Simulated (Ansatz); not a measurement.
**BeSnI$_{3}$: reading a single point**

```
Sn I Be
1.0
     6.20500    0.00000    0.00000
     0.00000    6.20500    0.00000
     0.00000    0.00000    6.20500
Sn I Be
1 3 1
Cartesian
  3.1025 3.1025 3.1025
  0.0000 3.1025 3.1025
  3.1025 0.0000 3.1025
  3.1025 3.1025 0.0000
  0.0000 0.0000 0.0000
```

The numbers come from plane-wave PAW DFT (Ansatz): PBE, no spin polarisation, 420 eV, 6×6×6 Γ-centred k points, fermi-dirac occupations (width 0.0157 eV). Nothing was relaxed.

Task: What do density and ELF say about some of the short contacts?

Result: Sn–I at 3.10 Å: least valence density 0.22 e/Å³ and ELF 0.39 there. Be–I at 4.39 Å: least valence density 0.02 e/Å³ and ELF 0.04 there, so no covalent bond. Both are smooth PAW fields, read partly inside the augmentation spheres.

Task: Is the cell too large or too small?

Result: The pressure is -1.0 GPa (compression positive), so with the atoms held at these fractions the cell would first shrink.

Task: What is the formation energy?

Result: 0.46 eV an atom against the elements' usual phases (free molecules for gases, crystals otherwise, with no correction for O₂ or N₂), so at this geometry it isn't bound against them. Relaxing would lower it.

Task: Which element gives electrons and which takes them?

Result: Bader charges in e: Be +0.37, Sn +0.97, I -0.44. In the mean Sn gives up most and I takes most.

Task: Is there a gap?

Result: It is a metal, with about 4.4 states/eV a cell as the mean within 0.25 eV of the Fermi level, mostly Be s (52 %) and I p (38 %).

Origin: a known structure type with other elements, at an estimated volume, so it need not be a known compound. Caveats: many states at the Fermi level without spin polarisation, so a magnetic state may lie lower.
